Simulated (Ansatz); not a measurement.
Mg$_{2}$BBrN$_{2}$ in space group C2/c (No. 15; Mg on 8f, B on 4e, Br on 4e, N on 8f), r²SCAN in the plane-wave PAW code Ansatz, all energies at zero smearing, with the estimated change up to a 700 eV cutoff added, with one set of potentials and settings (totals compare only within such a set). Cell of 12 atoms (4 Mg, 2 B, 2 Br, 4 N): -15158.919 eV.

```json
[
 {"element": "Mg", "reference phase": "P6_3/mmc, 2 atoms in the cell", "E (eV/atom)": "-1926.4086"},
 {"element": "B", "reference phase": "R-3m, 12 atoms in the cell", "E (eV/atom)": "-156.5544"},
 {"element": "Br", "reference phase": "Cmce, 4 atoms in the cell", "E (eV/atom)": "-2792.8603"},
 {"element": "N", "reference phase": "Pa-3, 8 atoms in the cell", "E (eV/atom)": "-384.8315"}
]
```

Formation energy per atom, worked out: (-15158.919 − 4×(-1926.4086) − 2×(-156.5544) − 2×(-2792.8603) − 4×(-384.8315))/12 = -1.261 eV/atom (-122 kJ per mol of atoms), at 0 K, without zero-point energy or fitted corrections.

The workflow started from a Materials Project entry (that database holds measured and hypothetical structures alike); the Crystallography Open Database copy checked does not list it. Whether it is the stable phase at ambient conditions was not checked. The cell was relaxed with r²SCAN under the symmetry of its start; its stability against distortions is not shown here. The references are the lowest solids computed at this level, not always the standard phases (solids in place of the gases).

Potentials: the later of the program's two PAW sets.
